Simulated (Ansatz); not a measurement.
Wires are cut from relaxed bulk Rh (Fm-3m, 13.50 Å³/atom, gap on the mesh 0.00 eV); atoms and period are relaxed, and energies count from that bulk.

Computed with DFT PBEsol, scalar-relativistic, plane waves, PAW (Ansatz).

Cutoff 420 eV, Gaussian smearing of 0.05 eV, energies at zero smearing, symmetry of each start kept, no spin polarisation.

| start | atoms | k mesh | excess energy (eV per host atom) | line energy (eV/Å) | period (Å) | gap on the mesh (eV) | highest filled level or Fermi level under vacuum (eV) |
| --- | --- | --- | --- | --- | --- | --- | --- |
| [001] wire, 5 host atoms a period* | 5 | 1×1×14 | 2.096 | 4.190 | 2.502 | 0 | - |
| [001] wire, 8 host atoms a period* | 8 | 1×1×14 | 1.341 | 4.123 | 2.602 | 0 | 4.75 |

A dash: not computed, or not clear enough to read.

* ends far from its start.

Each run keeps its start's symmetry and one magnetic start, so lower states can exist.

Cost: 2 runs of about 30 core-minutes in all, on Intel Xeon Platinum 8488C (Sapphire Rapids) (shared hosts).